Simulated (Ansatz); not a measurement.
The start is a randomly generated symmetric cell of Ni (space group No. 191). A full variable-cell relaxation at zero pressure is run with r2SCAN (plane waves to 500 eV, PAW, scalar-relativistic; Ansatz, a quantum-chemistry and plane-wave program). The first steps use a coarse 9×9×17 k-mesh.

Initial structure:
```
CELL_PARAMETERS angstrom
      4.00051     0.00000     0.00000
     -2.00025     3.46454     0.00000
      0.00000     0.00000     1.82342
ATOMIC_POSITIONS crystal
  Ni 0.33333 0.66667 0.00000
  Ni 0.66667 0.33333 0.00000
```
Spin-polarised start, with parallel moments on Ni.

**Question.** By how much does the energy per atom fall from start to end?

**Answer.** About 1.2 eV/atom.

**Question.** How does the volume per atom move from start to end?

**Answer.** +16.4 %, from 12.64 to 14.71 Å³/atom.

**Question.** How do the shortest distances between atoms change?

**Answer.** The closest pairs of elements (up to four, under 3.6 Å), start → end: Ni–Ni 1.82 → 2.23 Å.

**Question.** Is the relaxed structure metallic? Give its gap.

**Answer.** Zero (metallic).

**Question.** What magnetic moments remain?

**Answer.** Net 0.84 μB/atom, ferromagnetic.

**Question.** What does it relax into? Give the structure.

**Answer.** 
Space group P6/mmm (No. 191); a = b = 3.8618 Å, c = 2.2781 Å, α = β = 90.00°, γ = 120.00°

| atom | site | symmetry | x | y | z |
|---|---|---|---|---|---|
| Ni | 2c | -6m2 | 0.3333 | 0.6667 | 0.0000 |

The space group stays P6/mmm (No. 191) (the run could not lower it), with 2 atoms in the primitive magnetic cell. Final values are on a 14×14×20 k-mesh of the relaxed cell. The start holds a very short contact (Ni–Ni 1.82 Å). Spin state reached: ferromagnetic (net 0.84 μB/atom), from parallel starting moments; other spin orders were not run from this start. r2SCAN tends to overstate moments in metals.

The run could not lose the symmetry of its start: the end is stationary, and may be a saddle point rather than a minimum.

All atoms sit on sites fixed by symmetry, so only the cell could relax.

The relaxed structure here is a generated cell of Ni: the first start was made by a random draw of sites in a space group, and the end was not matched to a known phase here, so it may be hypothetical. Known forms of Ni include space group No. 225.
